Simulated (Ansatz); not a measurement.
## Ca2TiSe2: reading a single point

```
CELL_PARAMETERS angstrom
0.00000 0.00000 6.18276
6.87976 0.00000 0.00000
3.43988 6.33301 -3.09138
ATOMIC_POSITIONS crystal
Ca 0.14639 0.19291 0.29278
Ca 0.85361 0.80709 0.70722
Ca 0.35361 0.48569 0.70722
Ca 0.64639 0.51431 0.29278
Se 0.89408 0.30419 0.78816
Se 0.10592 0.69581 0.21184
Se 0.60592 0.09235 0.21184
Se 0.39408 0.90765 0.78816
Ti 0.25000 0.00000 0.00000
Ti 0.75000 0.00000 0.00000
```

Method: r2SCAN, no spin polarisation; PAW, plane waves to 500 eV, 6×6×6 Γ-centred mesh, gaussian occupations (width 0.2663 eV) (Ansatz 0.2.0), atoms fixed.

**Contacts.** Se–Ti at 2.46 Å: least valence density 0.41 e/Å³ and ELF 0.19 there. Ca–Se at 3.15 Å: least valence density 0.11 e/Å³ and ELF 0.06 there. Ca–Ti at 3.36 Å: least valence density 0.10 e/Å³ and ELF 0.16 there. Both are smooth PAW fields, read partly inside the augmentation spheres.
**Electronic structure.** It is a metal, with about 9.8 states/eV a cell as the mean within 0.25 eV of the Fermi level.
**Stress.** The pressure is -1.4 GPa (compression positive), so with the atoms held at these fractions the cell would first shrink; the forces are large, so a full relaxation may end otherwise. The principal stresses -2.5, -2.4, 0.6 GPa differ, so its shape would change too.
**Charges.** Bader charges in e: Ca +1.30, Ti +1.02, Se -1.81. In the mean Ca gives up most and Se takes most.
**Formation energy.** -1.03 eV an atom against the elements' usual phases (free molecules for gases, crystals otherwise, with no correction for O₂ or N₂), so it is bound against them; other compounds may still compete. Relaxing would lower it.

Origin: a known structure type with other elements, at an estimated volume, so it need not be a known compound. Caveats: many states at the Fermi level without spin polarisation, so a magnetic state may lie lower; atoms or cell far from equilibrium; wide smearing.
